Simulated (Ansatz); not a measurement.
# Every step of a relaxation of Re (simple hexagonal type)

DFT, LDA, PAW with Ansatz's default frozen-core files, scalar-relativistic (Ansatz 0.2.0); a Γ-centred 18×18×17 k mesh, Fermi–Dirac smearing of 0.08 eV, no spin polarisation. The run relaxes cell and atoms at a target pressure of 140 GPa.

Command: `ansatz run input.yaml --threads 1 --pin off --max-ram 3584MiB --backend cpu --events-out ev --progress --plain --runs-dir out` It took 19 s on 1 thread of Arm Neoverse V2 (shared host), peak memory 0.33 GiB.

PAW: frozen-core files, cutoff 420 eV; forces are relaxed below 0.005 eV/Å.

Each step lists its enthalpy F + pV a cell above the last geometry, the pressure, the cell vectors (Å), and Cartesian positions (Å) with forces (eV/Å).

The first step:

```
step 1  dH = 78.00 meV  P = 158.6 GPa
  cell 2.4417 0.0000 0.0000  -1.2208 2.1146 0.0000  0.0000 0.0000 2.2952
  Re 0.0000 0.0000 0.0000   0.0000 0.0000 0.0000
```

Spin–orbit coupling is left out, which matters for the heavy atoms. The PAW files were made under PBE.

The symmetry of the start is kept and no stability test is made, so the end need not be the stable phase.

**Question.** Where does the relaxation end, and by which steps?

**Answer.** After 6 geometries, with conventional a, b, c = 2.494, 2.494, 2.247 Å, at 12.104 Å³/atom (+2.14 % against the start) in space group P6/mmm, with a shortest distance of 2.247 Å. The further steps:
```
step 2  dH = 41.66 meV  P = 113.4 GPa
  cell 2.5334 0.0000 0.0000  -1.2667 2.1940 0.0000  0.0000 0.0000 2.2523
  Re 0.0000 0.0000 0.0000   0.0000 0.0000 0.0000
step 3  dH = 1.22 meV  P = 135.7 GPa
  cell 2.4959 0.0000 0.0000  -1.2480 2.1615 0.0000  0.0000 0.0000 2.2548
  Re 0.0000 0.0000 0.0000   0.0000 0.0000 0.0000
step 4  dH = 0.52 meV  P = 141.9 GPa
  cell 2.4951 0.0000 0.0000  -1.2476 2.1608 0.0000  0.0000 0.0000 2.2405
  Re 0.0000 0.0000 0.0000   0.0000 0.0000 0.0000
step 5  dH = 0.00 meV  P = 140.0 GPa
  cell 2.4941 0.0000 0.0000  -1.2471 2.1600 0.0000  0.0000 0.0000 2.2469
  Re 0.0000 0.0000 0.0000   0.0000 0.0000 0.0000
step 6  dH = 0.00 meV  P = 140.0 GPa
  cell 2.4942 0.0000 0.0000  -1.2471 2.1600 0.0000  0.0000 0.0000 2.2467
  Re 0.0000 0.0000 0.0000   0.0000 0.0000 0.0000
step 7  dH = -0.29 meV  P = 140.0 GPa  (same geometry on a basis chosen anew; earlier energies don't compare to the last digit)
  cell 2.4942 0.0000 0.0000  -1.2471 2.1600 0.0000  0.0000 0.0000 2.2467
  Re 0.0000 0.0000 0.0000   0.0000 0.0000 0.0000
```
